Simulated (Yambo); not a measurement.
Yambo run on Rh₂O₃ (corundum, space group R-3c, No. 167). The wavefunctions are norm-conserving LDA (Quantum ESPRESSO, 88 Ry, without SOC) ones on a 2×2×2 mesh (52 occupied bands); a = b = c = 5.4997 Å, α = β = γ = 55.76°.

Yambo input:

```
rim_cut
gw0
dyson
el_el_corr
HF_and_locXC
ppa
em1d
RandQpts= 1000000
RandGvec= 1 Ry
EXXRLvcs= 88 Ry
VXCRLvcs= 352 Ry
Chimod= "HARTREE"
% BndsRnXp
 17 | 71 |
%
NGsBlkXp= 3 Ry
% LongDrXp
 1.0 | 1.0 | 1.0 |
%
PPAPntXp= 27.2114 eV
% GbndRnge
 1 | 71 |
%
GTermKind= "BG"
DysSolver= "n"
ExtendOut
% QPkrange
 1 | 1 | 52 | 53 |
 3 | 3 | 53 | 53 |
%
```

k points by index: 1 = Γ, 3 = F.

The o-*.qp file then holds:

```
#    K-point    Band    Eo [eV]    E [eV]    E-Eo [eV]    Vxc [eV]    Vnlxc [eV]    Sc|Eo [eV]    Sc|E [eV]    dSc/dw|Eo [eV]    Re(Z)    Im(Z)
#
    1    52    0.000000    0.387020    0.387020    -22.93366    -27.87801    5.484064    5.331368    -10.74438    0.716914    -0.002625
    1    53    0.801511    1.780631    0.979120    -23.28515    -19.29792    -2.628559    -3.008112    -10.54627    0.720676    -0.002549
    3    53    0.528778    1.565011    1.036233    -23.19707    -18.94463    -2.819425    -3.216208    -10.41746    0.723144    -0.002508
```
(The two width columns are left out.) Convergence of these settings isn't established.

Geometry of the Materials Project entry, not relaxed at this level.
